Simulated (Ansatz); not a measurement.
Ge:
Space group P6/mmm (No. 191); a = 2.8317 Å, b = 2.8317 Å, c = 2.6474 Å, α = 90.00°, β = 90.00°, γ = 120.00°

```tsv
atom	site	symmetry	x	y	z
Ge	1b	6/mmm	0.0000	0.0000	0.5000
```

Relaxed at zero pressure with PBEsol in the plane-wave PAW code Ansatz.

Task: The volume is raised by 6 % and shape and atoms relax at that volume. What pressure results, and how do the axes share the change?

Result: -3.8 GPa; a 1.7 %, b 1.7 %, c 2.4 %; the energy rises by 14 meV/atom.

Task: Give the new structure.

Result: 
Space group P6/mmm (No. 191); a = 2.8812 Å, b = 2.8812 Å, c = 2.7106 Å, α = 90.00°, β = 90.00°, γ = 120.00°

```csv
atom,site,symmetry,x,y,z
Ge,1b,6/mmm,0.0000,0.0000,0.5000
```

The phase is kept; no other phase was compared at this pressure.

The workflow started from a Materials Project entry (that database holds measured and hypothetical structures alike); the Crystallography Open Database copy checked does not list it. It is not the phase usual at ambient conditions (space group No. 227). The cell was relaxed with PBEsol under the symmetry of its start; whether a distortion lowers the energy is not shown.

Potentials: the later of the program's two PAW sets.
